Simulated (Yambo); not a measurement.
GaN (wurtzite, space group P6_3mc, No. 186), G0W0@LDA in Yambo (6×6×4 mesh, plasmon pole; 8 Ry block, no terminator). The number N of bands in W and G is varied.

```json
[
 {"N": "39", "x = 1/N": "0.02564", "gap Γ → Γ (eV)": "2.841", "shift of the valence edge (eV)": "0.554"},
 {"N": "55", "x = 1/N": "0.01818", "gap Γ → Γ (eV)": "2.799", "shift of the valence edge (eV)": "0.352"},
 {"N": "74", "x = 1/N": "0.01351", "gap Γ → Γ (eV)": "2.784", "shift of the valence edge (eV)": "0.206"},
 {"N": "93", "x = 1/N": "0.01075", "gap Γ → Γ (eV)": "?", "shift of the valence edge (eV)": "?"}
]
```

Question: Basis-set arguments suggest E = E∞ + A x. Fix A and E∞ from the two rows above the withheld one, predict the row at 93 bands, and test the form.

Answer: Gap: A = (2.784 − (2.799))/(0.01351 − 0.01818) = 3.21, E∞ = 2.741 eV, so 2.775 eV is predicted; the run gave 2.787 eV (miss 12 meV). The first two rows have slope 5.63, so the form doesn't hold yet over the whole range. Shift: A = (0.206 − (0.352))/(0.01351 − 0.01818) = 31.3, E∞ = -0.216 eV, so 0.120 eV is predicted; the run gave 0.104 eV (miss 16 meV). The first two rows have slope 27.1, within 15 % of that. The other settings are held fixed.

The standard potential for Ga keeps a d shell in the valence without the s and p states of that shell. In tests on such compounds this moved G0W0 gaps by up to about 0.9 eV, so absolute quasiparticle energies here are unreliable; differences between settings are what counts.

Spin-orbit coupling is not included.

Geometry relaxed with LDA; primitive cell a = b = 3.150 Å, c = 5.136 Å, α = β = 90.00°, γ = 120.00°.

A shift is the quasiparticle energy of the state minus its LDA energy.
